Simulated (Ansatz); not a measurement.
Question: Each is relaxed and computed with PBEsol (plane waves, PAW; program Ansatz). Which is the only one with a gap?
(A) CaTiO3, Pnma (Ca on 4c, Ti on 4b, O on 4c, O on 8d)
(B) TiSb2, I4/mcm (Sb on 8h, Ti on 4a)
(C) TiB, Pnma (Ti on 4c, B on 4c)
(D) TiSi, Pnma (Ti on 4c, Si on 4c)

Answer: A, CaTiO3, Pnma (Ca on 4c, Ti on 4b, O on 4c, O on 8d). CaTiO3: gap 2.43 eV (direct); TiSi: metal; TiB: metal; TiSb2: metal. Standing as an ambient phase not checked: CaTiO3, Pnma (Ca on 4c, Ti on 4b, O on 4c, O on 8d); TiSi, Pnma (Ti on 4c, Si on 4c); TiB, Pnma (Ti on 4c, B on 4c); TiSb2, I4/mcm (Sb on 8h, Ti on 4a). All cells were relaxed under the symmetry of their starts (and spin orders); stability against distortions was not tested throughout. Rows with no word on spin ran without spin polarisation. Scalar-relativistic: spin–orbit coupling is off unless named, which matters more the heavier the elements.

Potentials: the later of the program's two PAW sets.
